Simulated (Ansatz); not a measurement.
Ansatz run, ReBrO

The input, for Ansatz 0.2.0 (plane waves, PAW):

```yaml
crystal:
  lattice:
    - [3.752058, 0.0, 0.0]
    - [0.0, 3.752058, 0.0]
    - [0.0, 0.0, 6.359739]
  atoms:
    - { symbol: Br, position: [0.0, 0.5, 0.635] }
    - { symbol: Br, position: [0.5, 0.0, 0.365] }
    - { symbol: O, position: [0.0, 0.0, 0.0] }
    - { symbol: O, position: [0.5, 0.5, 0.0] }
    - { symbol: Re, position: [0.0, 0.5, 0.18] }
    - { symbol: Re, position: [0.5, 0.0, 0.82] }
  symmetry: { tolerance: 0.0003 }
kpoints:
  mp_grid: { grid: [9, 9, 6], shift: [0, 0, 0] }
  band_path:
    path:
      - [0.0, 0.0, 0.0]
      - [0.0, 0.5, 0.0]
      - [0.5, 0.5, 0.0]
      - [0.0, 0.0, 0.0]
      - [0.0, 0.0, 0.5]
      - [0.0, 0.5, 0.5]
      - [0.5, 0.5, 0.5]
      - [0.0, 0.0, 0.5]
      - [0.0, 0.5, 0.0]
      - [0.0, 0.5, 0.5]
      - [0.5, 0.5, 0.0]
    npoints: 6
magnetization:
  spin_polarized: false
scf:
  occupations: { method: fermi_dirac }
  lower_state_search: "off"
  max_iter: 200
hamiltonian:
  pseudopotentials: { kind: paw }
  xc: pbe
basis:
  ecutwfc: 420
  fft_grid_basis: typed
output:
  forces: true
  stress: true
  eigenvalues: true
  bader: true
  populations: true
  elf: true
  write_potential: true
  volumetric_format: npy
  dos:
    e_range: [-12, 8]
    de: 0.05
    projected: { site_lists: { Br: [Br], O: [O], Re: [Re] } }
checkpoint:
  read: saved_state
```

The run starts from an earlier solution of this cell. 

Parts of the output:

```
Pseudopotentials: kind: paw
Pseudopotential: Br, paw, valence charge 7, recommended cutoff 420 eV (normal), Br.paw.azcp
Pseudopotential: O, paw, valence charge 6, recommended cutoff 420 eV (normal), O.paw.azcp
Pseudopotential: Re, paw, valence charge 15, recommended cutoff 420 eV (normal), Re.paw.azcp
Functional definition: PBE
  exchange = pbe_x(kappa = kappa, mu = beta*pi^2/3)
  correlation = pbe_c(beta = beta)
Crystal: 6 atoms, lattice volume = 89.532 Å³
Basis set: ecut = 420 eV, 1757 PW (Γ), exchange–correlation on 54×54×90 points (8 copies of the dense FFT grid, shifted against one another)
Bands: 34, of which v1, the nominal top of the filled ones, is band 28 counted from 1 (27 counted from 0)
Symmetry: 16 space group operations
Space group: P4/nmm (ITA 129), of the structure as read, at distance tolerance 1.3e-3 Å
k-points: 60 of 486
Initial density: read from a saved state, or passed on in memory by an earlier SCF of this step, an earlier step, the calling program or the single point that the run made first
Functional: x = pbe(κ = 0.804, μ = 0.2195), c = pbe(β = 0.0667)
Free energy (F): -28429.5313 eV
Harris-Foulkes:  -28429.5313 eV  (|F-HF|=2.36e-9)
Internal energy: -28429.3247 eV  (E = F + TS)
E sigma→0 (E₀):  -28429.4280 eV
Entropy (-TS):   -0.2065 eV (-34.419 meV/atom)
Fermi energy:    14.1354 eV
--- Forces (eV/Å), atoms counted from 1 ---
  atom   1  Br     0.0000     0.0000     0.8440
  atom   2  Br     0.0000     0.0000    -0.8440
  atom   3  O      0.0000     0.0000     0.0000
  atom   4  O      0.0000     0.0000     0.0000
  atom   5  Re     0.0000     0.0000    -0.9405
  atom   6  Re     0.0000     0.0000     0.9405
--- Stress (GPa, compression-positive) ---
       -6.5144       0.0000       0.0000
        0.0000      -6.5144       0.0000
        0.0000       0.0000       2.3544
  P = ⅓ Tr σ = -3.5581 GPa (-35.581 kbar)
--- Löwdin populations: 6 sites ---
  site symbol       q [e]
     0     Br      7.0418
     1     Br      7.0418
     2      O      6.6122
     3      O      6.6122
     4     Re     14.1503
     5     Re     14.1503
  spilling = 0.0070 (of n_electrons = 56.0000)
```

Absolute energies hang on the potentials; compare differences alone.

Origin: a known structure type with other elements, at an estimated volume, so it need not be a known compound. Caveats: many states at the Fermi level without spin polarisation, so a magnetic state may lie lower.
